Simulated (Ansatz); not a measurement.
## Cu, omega (AlB2-type): geometry optimisation

The calculation used Ansatz, DFT, r2SCAN, plane waves (500 eV) with PAW, scalar-relativistic. (PAW data from PBE, frozen cores regenerated.)

k-point mesh 9×9×13, Fermi-Dirac smearing 0.1 eV, no spin polarisation. Cell and atoms relax.

Starting structure:

```yaml
crystal:
  lattice:
    - [4.0562702462, 0.0, 0.0]
    - [-2.0281351231, 3.5128330778, 0.0]
    - [0.0, 0.0, 2.4864936609]
  atoms:
    - { symbol: Cu, position: [0.0, 0.0, 0.0] }
    - { symbol: Cu, position: [0.3333333333, 0.6666666667, 0.5] }
    - { symbol: Cu, position: [0.6666666667, 0.3333333333, 0.5] }
hamiltonian:
  xc: r2scan
  pseudopotentials:
    kind: paw
    azcp:
      Cu: "pseudopotentials/Cu.paw.azcp"
basis:
  ecutwfc: 500
  fft_grid_basis: typed
kpoints:
  mp_grid: { grid: [9, 9, 13], shift: [0, 0, 0] }
magnetization:
  spin_polarized: false
scf:
  occupations: { method: fermi_dirac, width: 0.1 }
relax:
  max_steps: 60
  f_tol: 0.01
  cell: {}
```

Problem. What cell does the relaxation end in?

Solution. P6/mmm with a = 4.065 Å, c = 2.440 Å (c/a = 0.600); 11.64 Å³ per atom against 11.81 at the start (-1.4 %).

Problem. How much energy does the relaxation gain?

Solution. 3.7 meV per atom.
